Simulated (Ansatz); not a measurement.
The elements of this relaxed trial crystal are hidden behind letters.

```
lattice vectors (Å)
   3.2208    0.0000    0.0000
   0.0000    3.2208    0.0000
   0.0000    0.0000    9.1391
fractional positions
X 0.0000 0.0000 0.7315
X 0.0000 0.0000 0.2685
X 0.5000 0.5000 0.5000
Z 0.5000 0.5000 0.0000
Q 0.5000 0.0000 0.8446
Q 0.0000 0.5000 0.1554
Q 0.5000 0.0000 0.3843
Q 0.0000 0.5000 0.6157
```

Theory: DFT PBE, scalar-relativistic, plane waves, PAW in Ansatz. The final run on the 8-atom cell used 420 eV, a Γ-centred 8×8×4 mesh, 0.02 eV smearing and no spin polarisation.

```
Space group                              : P-4m2 (No. 115)
Conventional cell                        : a = 3.221 Å, c = 9.139 Å
Volume per atom                          : 11.85 Å³
Density                                  : 4.41 g/cm³
Formation energy                         : −0.929 eV/atom
Gap on the 8×8×4 mesh of the 8-atom cell : 1.94 eV
```

Energies are uncorrected and count from the elements' standard states at the same level.

**Question.** X is a p-block element of period 3, Z is a p-block element of period 5 and Q is a p-block element of period 2. Which elements are they?

**Answer.** X = Al, Z = In, Q = N, so the formula is Al3InN4. Density times volume gives a mean mass of 4.41 × 11.85/1.6605 = 31.5 u per atom, and this set has 31.5 u. Al on a site of symmetry 2mm is surrounded by 4 N at 1.91–1.93 Å; In has 4 N at 2.15 Å; around N on its first site lie 2 Al at 1.91 Å and 2 In at 2.15 Å; 2 more sites not described. Other sets within the hints have nearly the same mass, so mass alone doesn't settle it; this one was computed.

Kohn–Sham gaps at this level usually fall short of measured ones. A structure relaxed within its symmetry needn't be a true minimum.
